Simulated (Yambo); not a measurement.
GaAl3N4 (space group P-43m, No. 215), G0W0@PBEsol in Yambo with this input:

```
rim_cut
gw0
dyson
el_el_corr
HF_and_locXC
ppa
em1d
RandQpts= 1000000
RandGvec= 1 Ry
EXXRLvcs= 84 Ry
VXCRLvcs= 336 Ry
Chimod= "HARTREE"
% BndsRnXp
 1 | 161 |
%
NGsBlkXp= 8 Ry
% LongDrXp
 1.0 | 1.0 | 1.0 |
%
PPAPntXp= 27.2114 eV
% GbndRnge
 1 | 161 |
%
GTermKind= "BG"
DysSolver= "n"
ExtendOut
```

On a 4×4×4 mesh, with wavefunctions cut at 84 Ry, the gap (Γ → Γ) is 4.567 eV and the valence edge shifts by -0.657 eV.

What happens with this change: 2×2×2 mesh?

The gap falls by 0.127 eV, to 4.440 eV; the shift of the valence edge becomes -0.545 eV. Neither run is shown to be the converged limit.

The standard potential for Ga keeps a d shell in the valence without the s and p states of that shell. In tests on such compounds this moved G0W0 gaps by up to about 0.9 eV, so absolute quasiparticle energies here are unreliable; differences between settings are what counts.

Spin-orbit coupling is not included.

Geometry of the Materials Project entry, not relaxed at this level; primitive cell a = 4.4014 Å, b = 4.4014 Å, c = 4.4014 Å, α = 90.00°, β = 90.00°, γ = 90.00°.

The structure is a Materials Project entry; no match was found in the copy of COD used, and its stability was not checked.

A shift is the quasiparticle energy of the state minus its PBEsol energy.
